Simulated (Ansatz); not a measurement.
A trial cell of AlAgC₄N₄, before relaxation:

Space group P-43m (No. 215). a = 5.952 Å, b = 5.952 Å, c = 5.952 Å, α = 90.00°, β = 90.00°, γ = 90.00°
```csv
atom,site,symmetry,x,y,z
Al,1b,-43m,0.5000,0.5000,0.5000
Ag,1a,-43m,0.0000,0.0000,0.0000
C,4e,.3m,0.1961,0.1961,0.1961
N,4e,.3m,0.3096,0.3096,0.3096
```

Level of theory: DFT PBE, scalar-relativistic, plane waves, PAW (Ansatz 0.2.0). Cutoff 420 eV, Gaussian smearing, Γ-centred meshes. Cell and atoms relax first on a coarse mesh and then on a converged one. In between, the cell is made exact in the group found at 0.06 Å. The steps can't lower the symmetry of their start. No spin polarisation.

A guess keeps its type if space group and coordination stay and the shape of the cell changes little (axis ratios within about 15 %, angles within 6°); the volume may change.

Task: Does it keep its structure type, or change into something else?

Result: It keeps its type. The symmetry stays P-43m (No. 215). The volume per atom grows by 1.7 %, from 21.1 to 21.4 Å³. The shortest distance stays 1.17 Å (C–N). Counting neighbours within 15 % of an atom's shortest distance, the start has Ag 4, Al 4, C 1, N 1 and the end Ag 4, Al 4, C 1, N 1.

Formation energies are uncorrected and refer to the elements' standard structures at the same level (N₂ as a molecule).

Task: At what energy does it end?

Result: +0.174 eV/atom. The separate elements lie lower, so it is unstable against them.

The last run used a 4×4×4 mesh for its 10-atom cell and Gaussian smearing of 0.02 eV. The reference form of C is held partly by dispersion forces, which this level lacks. Symmetry constrained the relaxation, so the result can be a saddle point.
